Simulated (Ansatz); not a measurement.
**Fields on a plane of C (graphite type, space group P6_3/mmc)**

```
CELL_PARAMETERS angstrom
      2.46500     0.00000     0.00000
     -1.23250     2.13475     0.00000
      0.00000     0.00000     6.73046
ATOMIC_POSITIONS crystal
  C  0.00000 0.00000 0.25000
  C  0.00000 0.00000 0.75000
  C  0.33333 0.66667 0.25000
  C  0.66667 0.33333 0.75000
```

The slice is a (1 -1 0 0) plane (indices of the conventional cell) through the point (0.333, 0.667, 0.250) (fractional), spanned by u = [110] and v = [001] in vectors of this cell: u (2.47 Å) and v (6.73 Å, at 90° to u). It covers one period; positions are fractions (u, v).

Atoms on it: C at (0.00, 0.00). Other atoms lie within 1 Å of the plane.

Calculation: PBE-D3(BJ) (plane waves to 420 eV, PAW, scalar-relativistic; Ansatz, a program for electronic structure). k mesh 15×15×5. Near the nuclei the fields are pseudised (PAW); where an atom keeps semicore shells as valence, they peak there. C was relaxed with its symmetry unable to fall.

```
|xx337788775577887733|
|55667777665566777766|
|66777766554455667777|
|66665544332233445566|
|44333322111111223333|
|11110000000000000011|
|00000000000000000000|
|00000000000000000000|
|00000011223322110000|
|00001133556655331100|
|00001155778877551100|
|00002266889988662200|
|00003377999999773300|
|00003377999999773300|
|00003377999999773300|
|00002266889988662200|
|00001155778877551100|
|00001133556655331100|
|00000011223322110000|
|00000000000000000000|
|00000000000000000000|
|11110000000000000011|
|44333322111111223333|
|66665544332233445566|
|66777766554455667777|
|55667777665566777766|
|xx337788775577887733|
|xxxx77887755778877xx|
```
Scale: ten equal steps from 0.01 (start of '0') to 0.94 (end of '9'), in the order '0123456789'. Values: electron localisation function (ELF). The map has 10 points along u (two characters each, u = 0 at the left) and 28 along v (v = 0 in the bottom row). Points within 0.3 Å of a nucleus are blanked (x), as the pseudised field means little there.

```
|@@@@@@%%######%%@@@@|
|%%%%%%####**####%%%%|
|####****++++++****##|
|++++++==========++++|
|------::::::::::----|
|....................|
|                    |
|      ..........    |
|  ....::------::....|
|..::--====++====--::|
|::--==++******++==--|
|--==++##%%%%%%##++==|
|====**##@@@@@@##**==|
|====**%%@@@@@@%%**==|
|====**##@@@@@@##**==|
|--==++##%%%%%%##++==|
|::--==++******++==--|
|..::--====++====--::|
|  ....::------::....|
|      ..........    |
|                    |
|....................|
|------::::::::::----|
|++++++==========++++|
|####****++++++****##|
|%%%%%%####**####%%%%|
|@@@@@@%%######%%@@@@|
|@@@@@@%%%%%%%%%%@@@@|
```
Scale: ten equal steps from -1.65 (start of ' ') to 0.31 (end of '@'), in the order ' .:-=+*#%@'. Values: log₁₀ of the valence density in e/Å³. The map has 10 points along u (two characters each, u = 0 at the left) and 28 along v (v = 0 in the bottom row). The scale is logarithmic, as a density can span decades between atoms and voids.
